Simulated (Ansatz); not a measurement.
An Ansatz input:

```yaml
crystal:
  lattice:
    - [3.260241343, 0.0, 0.0]
    - [0.0, 3.260241343, 0.0]
    - [0.0, 0.0, 3.260241343]
  atoms:
    - { symbol: La, position: [0.0, 0.0, 0.0], spin: 0.425 }
hamiltonian:
  xc: r2scan
  pseudopotentials:
    kind: paw
    azcp:
      La: "pseudopotentials/La.paw.azcp"
basis:
  ecutwfc: 500
  fft_grid_basis: typed
kpoints:
  mp_grid: { grid: [15, 15, 15], shift: [0, 0, 0] }
magnetization:
  spin_polarized: true
scf:
  occupations: { method: fermi_dirac, width: 0.05 }
output:
  stress: true
  write_density: true
  write_potential: true
  elf: true
  volumetric_format: npy
```

Output

```
Engine: ansatz 0.2.0, x86_64-unknown-linux-gnu
Pseudopotentials: kind: paw
Pseudopotential: La, paw, valence charge 11, recommended cutoff 500 eV (meta_gga) 
Functional definition: r2SCAN
  parameter k0 = 0.174
  parameter k1 = 0.065
  parameter a1 = 4.9479
  exchange = r2scan_x(k0 = k0, k1 = k1, a1 = a1)
  correlation = r2scan_c
Crystal: 1 atoms, lattice volume = 34.654 Å³
Basis set: ecut = 500 eV, 895 PW (Γ), exchange–correlation on 96×96×96 points (64 copies of the dense FFT grid, shifted against one another)
Bands: 10, of which v1, the nominal top of the filled ones, is band 6 counted from 1 (5 counted from 0)
Symmetry: 48 space group operations
Space group: Pm-3m (ITA 221), of the structure as read, at distance tolerance 3.3e-5 Å
Magnetic group: BNS 221.92 (UNI 1594), of the structure as read, at distance tolerance 3.3e-5 Å
k-points: 120 of 3375
Non-local potential: La, projectors of the file, l = 0: 3, l = 1: 2, l = 2: 2, l = 3: 3
PAW form: soft (Blöchl's): semilocal exchange-correlation on the pseudo side does not see the compensation charge
PAW frozen core: La, regenerated for the run's functional (the file was generated under x = pbe(κ = 0.804, μ = 0.2195149727645171), c = pbe(β = 0.06672455060314922))
PAW one-centre angular grid: La, 974 points (default); XC on 160 Gauss nodes
Initial density: superposition of atomic densities (chi_scale 0.1, normalization cell)
Starting moments: Σ|m| = 0.425 μB on 1 of 1 site
Initial wavefunctions: pseudopotential atomic-orbital guess
Functional: x = r2scan, c = r2scan; τ floored in thin density (d = 2e-4 eV/Å³)
iter 1 solved again at ethr=2.86e-3 eV; its pass at ethr=3.10e-3 eV (dr2=3.15e-1 eV) is discarded
SCF iter   1: F=—  HF=-6264.006742 eV  |F-HF|=—  |Δ(HF+E_count)|=         —  Δρ=2.16e-2 (↑2.16e-2 ↓9.00e-3)  dr2=3.37e-1  dr2_τ=1.20e-3  dr2_m=1.77e-2  M=0.257 μB ∫|m|=0.257 μB  β_m=0.76  ethr=2.86e-3  ⟨swp⟩=2.0  Hψ=17445  notcnv=0
Mixer restart at iter 1: flushing history
SCF iter   2: F=—  HF=-6264.119017 eV  |F-HF|=—  |Δ(HF+E_count)|=   1.12e-1  Δρ=1.26e-2 (↑1.26e-2 ↓8.91e-3)  dr2=1.57e-1  dr2_τ=8.94e-4  dr2_m=1.57e-3  M=0.256 μB ∫|m|=0.258 μB  β_m=0.30  ethr=2.86e-3  ⟨swp⟩=2.7  Hψ=4174  notcnv=0  κ⁻¹=1.0e0(r=1)
SCF iter   3: F=—  HF=-6264.207110 eV  |F-HF|=—  |Δ(HF+E_count)|=         —  Δρ=6.99e-3 (↑3.22e-3 ↓6.99e-3)  dr2=8.84e-3  dr2_τ=3.37e-4  dr2_m=7.35e-3  M=0.265 μB ∫|m|=0.271 μB  β_m=0.35  ethr=1.43e-3  ⟨swp⟩=3.8  Hψ=5665  notcnv=0
Mixer restart at iter 3: flushing history
SCF iter   4: F=—  HF=-6264.217828 eV  |F-HF|=—  |Δ(HF+E_count)|=   1.07e-2  Δρ=4.44e-3 (↑2.72e-3 ↓4.44e-3)  dr2=1.93e-3  dr2_τ=1.30e-4  dr2_m=3.71e-3  M=0.279 μB ∫|m|=0.285 μB  β_m=1.00  ethr=8.04e-5  ⟨swp⟩=3.1  Hψ=4561  notcnv=0  κ⁻¹=1.0e0(r=1)
SCF iter   5: F=—  HF=-6264.229255 eV  |F-HF|=—  |Δ(HF+E_count)|=   1.14e-2  Δρ=8.29e-4 (↑8.29e-4 ↓5.75e-4)  dr2=1.45e-4  dr2_τ=7.53e-6  dr2_m=1.09e-4  M=0.325 μB ∫|m|=0.331 μB  β_m=1.00  ethr=1.76e-5  ⟨swp⟩=2.6  Hψ=5323  notcnv=0  κ⁻¹=5.5e-2(r=2)
SCF iter   6: F=—  HF=-6264.230388 eV  |F-HF|=—  |Δ(HF+E_count)|=   1.13e-3  Δρ=6.10e-4 (↑6.10e-4 ↓3.96e-4)  dr2=5.57e-5  dr2_τ=2.37e-6  dr2_m=5.84e-5  M=0.353 μB ∫|m|=0.359 μB  β_m=1.00  ethr=1.32e-6  ⟨swp⟩=2.2  Hψ=4910  notcnv=0  κ⁻¹=2.7e-3(r=3)
SCF iter   7: F=—  HF=-6264.231206 eV  |F-HF|=—  |Δ(HF+E_count)|=   8.19e-4  Δρ=2.61e-4 (↑2.61e-4 ↓1.74e-4)  dr2=7.16e-6  dr2_τ=3.64e-7  dr2_m=1.32e-5  M=0.401 μB ∫|m|=0.409 μB  β_m=1.00  ethr=5.06e-7  ⟨swp⟩=3.0  Hψ=5511  notcnv=0  κ⁻¹=8.0e-4(r=4)
SCF iter   8: F=—  HF=-6264.230980 eV  |F-HF|=—  |Δ(HF+E_count)|=   2.27e-4  Δρ=6.92e-5 (↑6.34e-5 ↓6.92e-5)  dr2=2.16e-6  dr2_τ=3.28e-8  dr2_m=1.50e-7  M=0.430 μB ∫|m|=0.439 μB  β_m=1.00  ethr=6.51e-8  ⟨swp⟩=3.3  Hψ=5879  notcnv=0  κ⁻¹=1.0e-4(r=5)
SCF iter   9: F=—  HF=-6264.230884 eV  |F-HF|=—  |Δ(HF+E_count)|=   9.55e-5  Δρ=3.87e-5 (↑3.66e-5 ↓3.87e-5)  dr2=4.16e-7  dr2_τ=1.85e-8  dr2_m=2.41e-7  M=0.426 μB ∫|m|=0.436 μB  β_m=1.00  ethr=1.96e-8  ⟨swp⟩=2.1  Hψ=3812  notcnv=0  κ⁻¹=1.6e-5(r=6)
SCF iter  10: F=—  HF=-6264.230874 eV  |F-HF|=—  |Δ(HF+E_count)|=   1.02e-5  Δρ=2.64e-5 (↑1.93e-5 ↓2.64e-5)  dr2=1.35e-7  dr2_τ=6.68e-9  dr2_m=1.24e-7  M=0.419 μB ∫|m|=0.428 μB  β_m=1.00  ethr=3.78e-9  ⟨swp⟩=3.4  Hψ=4845  notcnv=0  κ⁻¹=2.0e-6(r=7)
SCF iter  11: F=—  HF=-6264.230875 eV  |F-HF|=—  |Δ(HF+E_count)|=   1.31e-6  Δρ=1.36e-5 (↑9.21e-6 ↓1.36e-5)  dr2=3.71e-8  dr2_τ=1.82e-9  dr2_m=2.98e-8  M=0.413 μB ∫|m|=0.422 μB  β_m=1.00  ethr=1.23e-9  ⟨swp⟩=3.1  Hψ=5145  notcnv=0  κ⁻¹=8.8e-7(r=8)
SCF iter  12: F=—  HF=-6264.230876 eV  |F-HF|=—  |Δ(HF+E_count)|=   7.92e-7  Δρ=3.68e-6 (↑3.68e-6 ↓3.40e-6)  dr2=2.36e-9  dr2_τ=2.92e-10  dr2_m=1.84e-9  M=0.409 μB ∫|m|=0.418 μB  β_m=1.00  ethr=3.37e-10  ⟨swp⟩=3.0  Hψ=5244  notcnv=0  κ⁻¹=2.6e-7(r=8)
SCF iter  13: F=—  HF=-6264.230876 eV  |F-HF|=—  |Δ(HF+E_count)|=   7.43e-8  Δρ=1.57e-6 (↑1.54e-6 ↓1.57e-6)  dr2=6.00e-10  dr2_τ=6.68e-11  dr2_m=2.72e-10  M=0.410 μB ∫|m|=0.419 μB  β_m=1.00  ethr=2.14e-11  ⟨swp⟩=3.1  Hψ=5137  notcnv=0  κ⁻¹=6.2e-6(r=8)
SCF iter  14: F=—  HF=-6264.230876 eV  |F-HF|=—  |Δ(HF+E_count)|=   5.17e-8  Δρ=1.38e-6 (↑1.37e-6 ↓1.38e-6)  dr2=6.32e-11  dr2_τ=3.34e-11  dr2_m=5.53e-10  M=0.410 μB ∫|m|=0.419 μB  β_m=1.00  ethr=5.45e-12  ⟨swp⟩=5.7  Hψ=14275  notcnv=0  κ⁻¹=1.4e-6(r=8)
SCF iter  15: F=—  HF=-6264.230876 eV  |F-HF|=—  |Δ(HF+E_count)|=   5.62e-9  Δρ=6.61e-7 (↑5.84e-7 ↓6.61e-7)  dr2=1.77e-11  dr2_τ=6.01e-12  dr2_m=1.19e-10  M=0.410 μB ∫|m|=0.420 μB  β_m=1.00  ethr=1.00e-12  ⟨swp⟩=7.0  Hψ=11229  notcnv=0  κ⁻¹=3.9e-7(r=8)
SCF iter  16: F=-6264.230876 eV  HF=-6264.230876 eV  |F-HF|=2.46e-11  |Δ(HF+E_count)|=   1.58e-9  Δρ=1.88e-7 (↑1.76e-7 ↓1.88e-7)  dr2=2.13e-12  dr2_τ=5.65e-13  dr2_m=1.00e-11  M=0.410 μB ∫|m|=0.420 μB  ethr=1.00e-12  ⟨swp⟩=7.1  Hψ=11690  notcnv=0
SCF 1 converged in 16 iterations: F = -6264.230876 eV  dr2 = 2.13e-12
the search or the solves at the SCF's close seem to have found levels that the self-consistency loop had missed (the run counts 3). By its estimate they hold under 1e-12 electrons; where the run keeps them, the occupations were computed again with them
this state was not tested for a lower state beside it, because the mixer in use, unlike msr1, does not test its closes by its own steps (another_mixer; see scf.mixing.algorithm and scf.lower_state_search)
SCF converged after 16 iterations
Magnetization: 0.4104 μB (5.7052 up, 5.2948 down)
Absolute magnetization: 0.4197 μB (∫|ρ↑−ρ↓|, with the PAW one-centre terms)
Spin contamination: 0.0065 ħ² per cell (⟨S²⟩ above its minimum at these occupations)
Per-site moments (μB) at R_I (Å): [(0.25723609466440406, 1.3448495539875003)]
Free energy (F): -6264.230876 eV
Harris-Foulkes:  -6264.230876 eV  (|F-HF|=2.46e-11)
Internal energy: -6264.218510 eV  (E = F + TS)
E sigma→0 (E₀):  -6264.224693 eV
Entropy (-TS):   -0.012366 eV (-12.366 meV/atom)
Fermi energy:    11.961470 eV
--- Per-component energies (eV) ---
  E_band       = -43.401750
  E_kinetic    = 195.476656
  E_local      = -332.834976  (includes V_loc(G=0)·N_el)
  E_nonlocal   = 93.480576
  E_hartree    = 107.878944
  E_xc         = -132.835277
  E_vxc        = -161.581493  (∫ρ·V_xc dr)
  E_paw        = -5437.290452  (= ΣΔE_a)
  E_vpaw       = -62.066815  (= ΣTr[D̂ρ^β])
  E_aug_tail   = 0.000000  (compensation charges beyond the density's cutoff)
  E_vtau       = 8.366409  (kinetic-family band-sum trace: ∫τ·v_τ [+ j·A + Jᵃ·Aᵃ] dr)
  E_ewald      = -758.162494
  E_core_change = 0.068512  (= ΣΔE_core)
  E_smearing   = -0.012366  (= −TS)
  E_closure    = 0.000000  (closes the sum)
  Σ components = -6264.230876   (vs F -6264.230876, Δ=0.00e0)
--- Stress (GPa, compression-positive) ---
        1.222482      -0.000000       0.000000
       -0.000000       1.222482       0.000000
        0.000000       0.000000       1.222482
  P = ⅓ Tr σ = 1.2225 GPa (12.225 kbar)
--- Band table (eV; the first three rows and the last of 240) ---
  k-point 0 ↑: bands = ["-22.4567", "-4.5453", "-4.5453", "-4.5453", "8.9419", "10.3391", "10.3391", "14.1391", "14.1391", "14.1391"]
  k-point 1 ↑: bands = ["-22.4435", "-4.6687", "-4.5351", "-4.5351", "9.0633", "10.3702", "10.5088", "14.1212", "14.1446", "14.1446"]
  k-point 2 ↑: bands = ["-22.4060", "-5.0026", "-4.5063", "-4.5063", "9.3526", "10.4607", "11.0427", "14.0676", "14.1608", "14.1608"]
  k-point 119 ↓: bands = ["-21.4341", "-5.8903", "-5.8871", "-5.8871", "10.6836", "10.7635", "10.7635", "13.3011", "14.3702", "14.3702"]
```
